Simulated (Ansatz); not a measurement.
# GdRe in the CsCl-type structure

Level of theory: DFT, PBE+U (U_eff = 6 eV on Gd 4f), scalar-relativistic, collinear spin; plane waves to 420 eV with PAW datasets (Ansatz 0.2.0), 8×8×8 k-mesh, Gaussian smearing of 0.05 eV. The datasets are Ansatz's generated set soft_2.

```
CELL_PARAMETERS angstrom
3.47536 0.00000 0.00000
0.00000 3.47536 0.00000
0.00000 0.00000 3.47536
ATOMIC_POSITIONS crystal
Gd 0.00000 0.00000 0.00000
Re 0.50000 0.50000 0.50000
```

This is a trial structure made by placing the elements on a prototype's sites, so it needn't be the stable form.

Magnetic state: ferromagnetic, site spin moments Gd 7.09; Re -0.19 μB.

The run above is the reference. The same cell was run again with other input settings; several of them aren't fit for production, so the rows show the settings' effect and aren't properties of the material.

| keys changed | outcome | ΔE (meV/atom) | P (GPa) | gap on the mesh (eV) | cell moment (μB) | largest force component (eV/Å) | SCF iterations | rough core-seconds | new warnings |
| --- | --- | --- | --- | --- | --- | --- | --- | --- | --- |
| none (reference) | converged | 0.0 | -0.1 | metal | 7.06 | 0.000 | – | – | – |
| basis.ecutwfc: 420 → "14.7 Ry" | converged | 9393.3 | 8.3 | metal | 5.88 | 0.000 | 35 | 9 | cutoff below recommended |
| hamiltonian.pseudopotentials: {"kind": "paw", "source": "jth"}; scf.algorithm: "direct_min" | refused | – | – | – | – | – | 0 | 0.1 | – |
| basis.ecutwfc: 420 → "18.4 Ry"; scf.mixing.algorithm: "msr1"; scf.mixing.beta: 0.5; scf.mixing.ndim: 4; scf.lower_state_search: "off" | converged | 1643.0 | 0.6 | metal | 7.04 | 0.000 | 14 | 5 | cutoff below recommended |
| scf.mixing.algorithm: "broyden"; scf.mixing.beta: 0.1; scf.occupations.method: "gaussian" → "cold"; scf.occupations.width: 0.05 → 0.025 | converged | 0.1 | -0.1 | metal | 7.01 | 0.000 | 20 | 16 | – |
| scf.eigensolver.kind: "davidson" | converged | 0.0 | -0.1 | metal | 7.06 | 0.000 | 11 | 8 | – |
| scf.convergence.dr2_threshold: 1e-09 | converged | 0.0 | -0.1 | metal | 7.06 | 0.000 | 12 | 7 | stress scf threshold loose |

ΔE is the energy with the smearing extrapolated to zero. It is left out where the change alters the Hamiltonian or the spin treatment. The varied runs start from atomic densities (corrected by the program's trained start where that serves), with the default search for lower states unless a row changes it, while the reference went on from a saved state, so a magnet may end in another state whatever the setting.

Q: What happens with these changes: hamiltonian.hubbard: {"sites": [{"species": "Gd", "l": "f", "u_eff": 6.0}]} → {"sites": [{"species": "Re", "l": "d", "u_eff": 8.0}], "double_counting": "fll"}; basis.ecutwfc: 420 → "350 eV"?

A: outcome converged, P (GPa) 26.8, gap on the mesh (eV) metal, cell moment (μB) 4.01, largest force component (eV/Å) 0.000, SCF iterations 39, rough core-seconds 40, new warnings cutoff below recommended.

2 further runs (cut off, refused for memory, with changed atoms or starts, or in doubt) are left out.

Of the reference: Scalar-relativistic only: spin–orbit splittings of the heavy atoms' levels are missing. The run wasn't fully tested for a lower electronic state. Site moments are of spin, integrated over atomic spheres. The moments were started parallel, and the real magnetic order may be another.
